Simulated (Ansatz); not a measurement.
Input file for Ansatz (an electronic-structure program):

Ansatz 0.2 input:
```yaml
crystal:
  lattice:
    - [0.0, 2.7152559929, 2.7152559929]
    - [2.7152559929, 0.0, 2.7152559929]
    - [2.7152559929, 2.7152559929, 0.0]
  atoms:
    - { symbol: La, position: [0.0, 0.0, 0.0] }
    - { symbol: C, position: [0.5, 0.5, 0.5] }
kpoints:
  mp_grid: { grid: [10, 10, 10] }
  band_path:
    path:
      - [[0.0, 0.0, 0.0], [0.5, 0.0, 0.5], [0.625, 0.25, 0.625]]  # Γ-X-U
      - [[0.375, 0.375, 0.75], [0.0, 0.0, 0.0], [0.5, 0.5, 0.5], [0.5, 0.25, 0.75], [0.5, 0.0, 0.5]]  # K-Γ-L-W-X
    npoints: 12
basis: { ecutwfc: 600, xc_grid: 2 }
hamiltonian:
  xc: pbe
  pseudopotentials: { azcp: { folder: ./paw }, kind: paw_fr }
magnetization: { noncollinear: true, spin_orbit: true }
scf:
  n_extra_bands: 13
  convergence: { dr2_threshold: 0.0000000001 }
  occupations: { method: gaussian, width: 0.05 }
output: { eigenvalues: true }
```

Output (shortened):

```
Pseudopotential: La, paw, valence charge 11
Pseudopotential: C, paw, valence charge 4
Functional definition: PBE
non-collinear run that drives no moment, with spin-orbit …
Crystal: 2 atoms, lattice volume = 40.037 Å³
Basis set: ecut = 600 eV, 1363 PW (Γ), exchange–correlation on 64×64×64 points (8 copies of the dense FFT grid, shifted against one another)
Bands: 28, of which v1, the nominal top of the filled ones, is band 15 counted from 1 (14 counted from 0)
Symmetry: 48 space group operations + 48 with time reversal
k-points: 47 of 1000
Projection manifold: j_resolved (fully-relativistic pseudo-atomic orbitals)
SCF iter   1: F=—  HF=-6505.948262 eV  |F-HF|=—  |Δ(HF+E_count)|=         —  Δρ=3.70e-2  dr2=9.75e-1  dr2_m=0.00e0 (ungated)  ethr=3.10e-3  |M|=0.00e0 ∫|m|=0.00e0 μB  |m|>n=0.0e0 m-floor=0.0e0 τ_xc=0.0e0  β_m=0.30  ⟨swp⟩=4.2  Hψ=3150  notcnv=0  defer=4
preconditioner: auto → Kerker (q_TF=auto, 2.316 Å⁻¹)
spin=Noncollinear: Kerker preconditioning applied to the charge; magnetization (m_x, m_y, m_z) channels mix plain (no charge-response kernel on spin).
SCF iter   2: F=—  HF=-6505.827152 eV  |F-HF|=—  |Δ(HF+E_count)|=   1.21e-1  Δρ=2.29e-2  dr2=3.14e-1  dr2_m=0.00e0 (ungated)  ethr=3.10e-3  |M|=0.00e0 ∫|m|=0.00e0 μB  |m|>n=0.0e0 m-floor=0.0e0 τ_xc=0.0e0  β_m=0.49  ⟨swp⟩=2.1  Hψ=1069  notcnv=0  defer=334
SCF iter   3: F=—  HF=-6505.792591 eV  |F-HF|=—  |Δ(HF+E_count)|=   3.46e-2  Δρ=9.72e-3  dr2=3.18e-2  dr2_m=0.00e0 (ungated)  ethr=2.09e-3  |M|=0.00e0 ∫|m|=0.00e0 μB  |m|>n=0.0e0 m-floor=0.0e0 τ_xc=0.0e0  β_m=0.74  ⟨swp⟩=2.1  Hψ=748  notcnv=0  defer=334
SCF iter   4: F=—  HF=-6505.796039 eV  |F-HF|=—  |Δ(HF+E_count)|=   3.45e-3  Δρ=1.74e-3  dr2=1.81e-3  dr2_m=0.00e0 (ungated)  ethr=2.12e-4  |M|=0.00e0 ∫|m|=0.00e0 μB  |m|>n=0.0e0 m-floor=0.0e0 τ_xc=0.0e0  β_m=0.87  ⟨swp⟩=2.6  Hψ=680  notcnv=0  defer=338
SCF iter   5: F=—  HF=-6505.796340 eV  |F-HF|=—  |Δ(HF+E_count)|=   3.01e-4  Δρ=5.00e-4  dr2=1.44e-4  dr2_m=0.00e0 (ungated)  ethr=1.20e-5  |M|=0.00e0 ∫|m|=0.00e0 μB  |m|>n=0.0e0 m-floor=0.0e0 τ_xc=0.0e0  β_m=0.94  ⟨swp⟩=2.0  Hψ=665  notcnv=0  defer=338
SCF iter   6: F=—  HF=-6505.796355 eV  |F-HF|=—  |Δ(HF+E_count)|=   1.44e-5  Δρ=1.16e-4  dr2=4.42e-6  dr2_m=0.00e0 (ungated)  ethr=9.63e-7  |M|=0.00e0 ∫|m|=0.00e0 μB  |m|>n=0.0e0 m-floor=0.0e0 τ_xc=0.0e0  β_m=0.97  ⟨swp⟩=2.6  Hψ=837  notcnv=0  defer=338
SCF iter   7: F=—  HF=-6505.796360 eV  |F-HF|=—  |Δ(HF+E_count)|=   4.97e-6  Δρ=2.90e-5  dr2=3.91e-7  dr2_m=0.00e0 (ungated)  ethr=2.95e-8  |M|=0.00e0 ∫|m|=0.00e0 μB  |m|>n=0.0e0 m-floor=0.0e0 τ_xc=0.0e0  β_m=0.95  ⟨swp⟩=3.0  Hψ=827  notcnv=0  defer=338
SCF iter   8: F=—  HF=-6505.796360 eV  |F-HF|=—  |Δ(HF+E_count)|=   1.74e-7  Δρ=5.41e-6  dr2=8.23e-9  dr2_m=0.00e0 (ungated)  ethr=2.60e-9  |M|=0.00e0 ∫|m|=0.00e0 μB  |m|>n=0.0e0 m-floor=0.0e0 τ_xc=0.0e0  β_m=0.97  ⟨swp⟩=2.0  Hψ=947  notcnv=0  defer=338
SCF iter   9: F=-6505.796360 eV  HF=-6505.796360 eV  |F-HF|=1.24e-10  |Δ(HF+E_count)|=   1.40e-8  Δρ=5.10e-7  dr2=4.61e-11  dr2_m=0.00e0 (ungated)  ethr=1.00e-12  |M|=0.00e0 ∫|m|=0.00e0 μB  |m|>n=0.0e0 m-floor=0.0e0 τ_xc=0.0e0  ⟨swp⟩=8.4  Hψ=3231  notcnv=0
SCF 1 converged in 9 iterations: F = -6505.796360 eV  dr2 = 4.61e-11
NSCF: frozen V_eff on 74 k-points
SCF converged after 9 iterations
Magnetization: |M| = 0.0000 μB,  M = (+0.0000, +0.0000, +0.0000) μB
Absolute magnetization: 0.0000 μB (∫|m|)
  site 0: m = (+0.0000, +0.0000, +0.0000) μB, |m| = 0.0000 μB  (R = 1.12 Å)
  site 1: m = (+0.0000, +0.0000, +0.0000) μB, |m| = 0.0000 μB  (R = 1.12 Å)
Free energy (F): -6505.796360 eV
Harris-Foulkes:  -6505.796360 eV  (|F-HF|=1.24e-10)
Internal energy: -6505.791113 eV  (E = F + TS)
E sigma→0 (E₀):  -6505.793736 eV
Entropy (-TS):   -0.005246 eV (-2.623 meV/atom)
Fermi energy:    10.664103 eV
--- Per-component energies (eV) ---
  E_band       = -11.827573
  E_kinetic    = 263.163188
  E_local      = -322.467311  (includes V_loc(G=0)·N_el)
  E_nonlocal   = 117.168938
  E_hartree    = 107.655164
  E_xc         = -186.677008
  E_vxc        = -198.962122  (∫ρ·V_xc dr)
  E_paw        = -5524.718267  (= ΣΔE_a)
  E_vpaw       = -86.040633  (= ΣTr[D̂ρ^β])
  E_aug_tail   = 0.000003  (compensation charges beyond the density's cutoff)
  E_ewald      = -959.915820
  E_smearing   = -0.005246  (= −TS)
  E_closure    = 0.000000  (closes the sum)
  Σ components = -6505.796360   (vs F -6505.796360, Δ=0.00e0)
  [band-id]    e_kinetic+e_local+e_nonlocal+2·e_hartree+e_vxc+e_vpaw+e_augmentation_tail = -11.827610   (vs E_band -11.827573, Δ=-3.67e-5)
--- Band table (eV; the first three rows and the last of 47) ---
  k-point 0: bands = ["-20.4883", "-20.4883", "-5.4518", "-5.4518", "-2.9273", "-2.9273", "-2.9273", "-2.9273", "1.9777", "1.9777", "11.1036", "11.1036", "11.1604", "11.1604", "11.1604", "11.1604", "13.3251", "13.3251", "13.3251", "13.3251", "13.4362", …
  k-point 1: bands = ["-20.4723", "-20.4723", "-5.5035", "-5.5035", "-3.0769", "-3.0769", "-2.9393", "-2.9393", "2.2020", "2.2020", "10.7279", "10.7279", "10.8737", "10.8737", "10.8963", "10.8963", "13.0929", "13.0929", "13.4557", "13.4557", "13.5223", …
  k-point 2: bands = ["-20.4302", "-20.4302", "-5.6500", "-5.6500", "-3.4021", "-3.4021", "-2.9704", "-2.9704", "2.7394", "2.7394", "9.8467", "9.8467", "10.3324", "10.3324", "10.3374", "10.3374", "13.0311", "13.0311", "13.7384", "13.7384", "13.7906", …
  k-point 46: bands = ["-20.2614", "-20.2614", "-6.0536", "-6.0536", "-3.8912", "-3.8912", "-3.6670", "-3.6670", "2.6851", "2.6851", "9.6750", "9.6750", "10.5685", "10.5685", "10.9595", "10.9595", "12.9019", "12.9019", "13.7860", "13.7860", "14.2430", …
```

Cost: roughly 40 core-seconds on shared cores.

Space group Fm-3m (rock salt). The start of the workflow was typed in or built on a structure type; neither database checked (COD, Materials Project) lists it. Its standing as an ambient phase is unchecked. The PBE relaxation kept the symmetry of its start; whether a distortion lowers the energy is not shown. Its formation energy is positive at this level, so the cell may be metastable or incomplete.

Potentials: the earlier of the program's two PAW sets.

Ansatz is a plane-wave DFT program.
